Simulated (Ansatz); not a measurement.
## SrSbAu3 in Ansatz, settings compared

input.yaml:

```yaml
crystal:
  lattice:
    - [6.430245, 0.0, 0.0]
    - [0.0, 6.430245, 0.0]
    - [0.0, 0.0, 5.670222]
  atoms:
    - { symbol: Au, position: [0.0, 0.5, 0.5] }
    - { symbol: Au, position: [0.0, 0.0, 0.5] }
    - { symbol: Au, position: [0.5, 0.0, 0.5] }
    - { symbol: Au, position: [0.5, 0.5, 0.5] }
    - { symbol: Au, position: [0.25, 0.25, 0.81975] }
    - { symbol: Au, position: [0.75, 0.75, 0.18025] }
    - { symbol: Sb, position: [0.25, 0.25, 0.2656] }
    - { symbol: Sb, position: [0.75, 0.75, 0.7344] }
    - { symbol: Sr, position: [0.25, 0.75, 0.0] }
    - { symbol: Sr, position: [0.75, 0.25, 0.0] }
  symmetry: { tolerance: 0.0003 }
kpoints:
  mp_grid: { grid: [3, 3, 3], shift: [0, 0, 0] }
magnetization:
  spin_polarized: false
scf:
  occupations: { method: fermi_dirac }
hamiltonian:
  pseudopotentials: { kind: paw }
  xc: pbe
basis:
  ecutwfc: 420
output:
  forces: true
  stress: true
  eigenvalues: true
```

Launch command:

```bash
ansatz run input.yaml --threads 1 --pin off --max-ram 2560MiB --backend cpu --events-out ev --progress --plain --runs-dir out
```

Origin of the cell: a known structure type with other elements, at an estimated volume, so it need not be a known compound.

The smearing width isn't typed, so it takes its default of 0.1 eV.

Output of this run (shortened):

```
Pseudopotentials: kind: paw
Pseudopotential: Au, paw, valence charge 19, recommended cutoff 420 eV (normal), Au.paw.azcp
Pseudopotential: Sb, paw, valence charge 15, recommended cutoff 420 eV (normal), Sb.paw.azcp
Pseudopotential: Sr, paw, valence charge 10, recommended cutoff 420 eV (normal), Sr.paw.azcp
Functional definition: PBE
  exchange = pbe_x(kappa = kappa, mu = beta*pi^2/3)
  correlation = pbe_c(beta = beta)
Crystal: 10 atoms, lattice volume = 234.453 Å³
Basis set: ecut = 420 eV, 4583 PW (Γ), exchange–correlation on 90×90×80 points (8 copies of the dense FFT grid, shifted against one another)
Bands: 99, of which v1, the nominal top of the filled ones, is band 82 counted from 1 (81 counted from 0)
Symmetry: 16 space group operations
Space group: P4/nmm (ITA 129), of the structure as read, at distance tolerance 1.8e-3 Å
[… 7 lines left out …]
Initial density: superposition of atomic densities (neutral atoms: chi_scale 0, normalization atom), corrected by the library's trained network
Functional: x = pbe(κ = 0.804, μ = 0.219515), c = pbe(β = 0.066725)
SCF iter   1: F=—  HF=-98957.868915 eV  Δρ=2.75e-3  dr2=2.97e-2  defer=17
SCF iter   2: F=—  HF=-98957.876577 eV  Δρ=1.84e-3  dr2=2.44e-2  defer=19
SCF iter   3: F=—  HF=-98957.874033 eV  Δρ=1.07e-3  dr2=1.09e-2  defer=19
SCF iter   4: F=—  HF=-98957.871766 eV  Δρ=3.22e-4  dr2=6.79e-4  defer=19
SCF iter   5: F=—  HF=-98957.871698 eV  Δρ=1.49e-4  dr2=2.15e-4  defer=19
SCF iter   6: F=—  HF=-98957.871650 eV  Δρ=7.10e-5  dr2=4.00e-5  defer=19
SCF iter   7: F=—  HF=-98957.871440 eV  Δρ=2.75e-5  dr2=3.28e-6  defer=19
SCF iter   8: F=—  HF=-98957.871440 eV  Δρ=1.06e-5  dr2=5.34e-7  defer=19
SCF iter   9: F=-98957.871440 eV  HF=-98957.871440 eV  Δρ=3.89e-6  dr2=5.18e-8
SCF 1 converged in 9 iterations: F = -98957.871440 eV  dr2 = 5.18e-8
SCF converged after 9 iterations
Free energy (F): -98957.871440 eV
Harris-Foulkes:  -98957.871440 eV  (|F-HF|=1.55e-8)
Internal energy: -98957.749448 eV  (E = F + TS)
E sigma→0 (E₀):  -98957.810444 eV
Entropy (-TS):   -0.121992 eV (-12.199 meV/atom)
Fermi energy:    14.449762 eV
--- Per-component energies (eV) ---
  E_band       = -2324.295554
  E_kinetic    = 4543.159047
  E_local      = -19876.183311  (includes V_loc(G=0)·N_el)
  E_nonlocal   = 1569.504008
  E_hartree    = 8431.555737
  E_xc         = -1997.939731
  E_vxc        = -2176.561607  (∫ρ·V_xc dr)
  E_paw        = -72783.344285  (= ΣΔE_a)
  E_vpaw       = -3247.338863  (= ΣTr[D̂ρ^β])
  E_aug_tail   = 0.008495  (compensation charges beyond the density's cutoff)
  E_ewald      = -18844.509408
  E_smearing   = -0.121992  (= −TS)
  Σ components = -98957.871440   (vs F -98957.871440, Δ=0.00e0)
--- Forces (eV/Å), atoms counted from 1 ---
  atom   1  Au     0.000000     0.000000     0.000000
  atom   2  Au     0.000000    -0.000000     0.000000
  atom   3  Au     0.000000     0.000000     0.000000
[… 2 lines left out …]
  atom   6  Au     0.000000     0.000000     1.098186
  atom   7  Sb     0.000000     0.000000    -0.413751
  atom   8  Sb     0.000000     0.000000     0.413751
  atom   9  Sr     0.000000     0.000000     0.000000
  atom  10  Sr     0.000000     0.000000     0.000000
  max |Σ_I F_I| component: 5.38e-17 eV/Å
--- Stress (GPa, compression-positive) ---
        5.199484       0.000000       0.000000
        0.000000       5.199484       0.000000
        0.000000       0.000000       7.298320
  P = ⅓ Tr σ = 5.8991 GPa (58.991 kbar)
```

The same input was run again with these changes:

1. `total_charge` default → 1; typed moments: none
2. `scf.occupations.width` default → 0.025; `kpoints.mp_grid.shift` [0, 0, 0] → [0.5, 0.5, 0.5]
3. `scf.occupations.method` fermi_dirac → tetrahedron
4. `scf.occupations.method` fermi_dirac → cold; `scf.occupations.width` default → 0.2; `basis.ecutwfc` 420 → "600 eV"

```csv
run,end,SCF iterations,P (GPa),max force component (eV/Å),moment (μB),ΔE(σ→0) (meV/atom)
base,converged,9,5.90,1.098,–,0
1,converged,9,–,1.094,–,–
2,converged,9,6.36,1.115,–,40.15
3,converged,9,6.05,1.004,–,-2.28
4,converged,9,5.92,1.122,–,-0.92
```

Energies are compared only where functional, datasets, charge and starting cell are the same.

Caveats of the base run: no spin-orbit coupling, though heavy elements are present; the k mesh is coarse if the cell is a metal.

Run 1: charged cell with a uniform background, whose pressure depends on convention; no moments, though an odd count or open d shells may carry them.
Run 3: forces and stress under tetrahedra may miss the slope of the energy.
Run 4: wide smearing.

The base run ran for 11 s of wall time on 1 CPU thread(s) of a shared host, from the program's own first density.
